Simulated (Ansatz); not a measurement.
# Zone-centre phonons of ZrRh3 at 25 GPa: input and output

Computed with DFT LDA, scalar-relativistic, plane waves, PAW (Ansatz).

Launched with:
```bash
ansatz run input.yaml --threads 1 --pin off --max-ram 3072MiB --backend cpu --events-out ev --progress --plain --runs-dir out
```

Input (bare energies are in eV):
```yaml
crystal:
  lattice:
    - [3.7743226274, 0.0, 0.0]
    - [0.0, 3.7743226274, 0.0]
    - [0.0, 0.0, 3.7743226274]
  atoms:
    - { symbol: Zr, position: [0.0, 0.0, 0.0] }
    - { symbol: Rh, position: [0.0, 0.5, 0.5] }
    - { symbol: Rh, position: [0.5, 0.0, 0.5] }
    - { symbol: Rh, position: [0.5, 0.5, 0.0] }
basis:
  ecutwfc: 420
kpoints:
  mp_grid: { grid: [12, 12, 12] }
hamiltonian:
  xc: lda
scf:
  occupations: { method: fermi_dirac, width: 0.15 }
output:
  eigenvalues: true
phonons:
  method: dfpt
  eigenvectors: true
```

Results section of the output:
```
--- Phonons (Γ-DFPT): 3 representative perturbations + reference, on 343 of 1728 k-points (Σ response iterations 10) ---
  k mesh reduced under 8 symmetry operations, with k and −k counted as one. Each operation leaves every solved displacement unchanged or reverses it
  ASR residual: 9.487e-5 → 0.000e0 eV/Å²; symmetrization residual: 7.298e-6 eV/Å²
  ASR residual per site (eV/Å²): 9.49e-5 2.79e-5 2.79e-5 2.79e-5
  Γ frequencies (cm⁻¹): 0.00 0.00 0.00 192.92 192.92 192.92 213.03 213.03 213.03 270.86 270.86 270.86
  non-analytic LO–TO correction: not included (Born effective charges unavailable; polar crystals: no LO–TO splitting at Γ)
```

Time: 2.8 min on 1 thread of Intel(R) Xeon(R) Platinum 8488C (Sapphire Rapids), on a shared host, peak memory 2.2 GiB.

In a metal, frequencies and elastic constants depend on the k mesh and the smearing, soft modes and shear constants most. Other phases may be more stable at this pressure.